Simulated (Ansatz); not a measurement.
## SrAl₂H₂: energy along a strain

SrAl₂H₂, P-3m1, a = 4.525 Å, c = 4.721 Å (as given, not relaxed at this level: -1.3 GPa, forces to 0.20 eV/Å). The structure is a COD entry; whether it is the stable form wasn't checked. Ansatz: PBEsol, PAW, 420 eV, Γ-centred 12×12×10 mesh on 5 atoms, Gaussian smearing 0.15 eV; no spin polarisation. Cell vectors (Å): 4.525 0.000 0.000; -2.263 3.919 0.000; 0.000 0.000 4.721. The cell is strained by x per cent times the pattern (0 1 0 0 0 0) in the order xx yy zz yz xz xy (engineering shears), with fractional coordinates held. y is the free energy over the start, V0 = 16.747 Å³/atom. Points with a strain past 8.5 % were computed too (3) and aren't used here.

```
x (%) y (meV/atom)
-7.50         29.92
-5.00          9.62
-2.50          0.24
 0.00          0.00
 2.50          7.31
 5.00         20.83
 7.50             ?
```

Q: Fit y = c1 x + c2 x² + c3 x³ to the other rows, get the stiffness along the pattern, and predict the missing energy.

A: Least squares on the rows shown. y = 1.5378 x + 0.60946 x² − 0.016956 x³. The clamped-ion stiffness p·C·p = 2 × 6.095 eV × 160.2 / 16.747 Å³ = 117 GPa, which is C22 in these axes (second derivative at the start, which stands under stress). At x = 7.50 the fit asked for gives 38.66 meV/atom. The run gave 39.39 meV/atom, so the fit is 0.73 meV/atom too low, 1.9 % of the span of the series, against an rms of 0.04 meV/atom on the fitted rows. The row lies outside the fitted range. With a term in x⁴ added, a fit to the same known rows predicts 39.43 meV/atom, so most of the miss is curvature that the known rows already hold.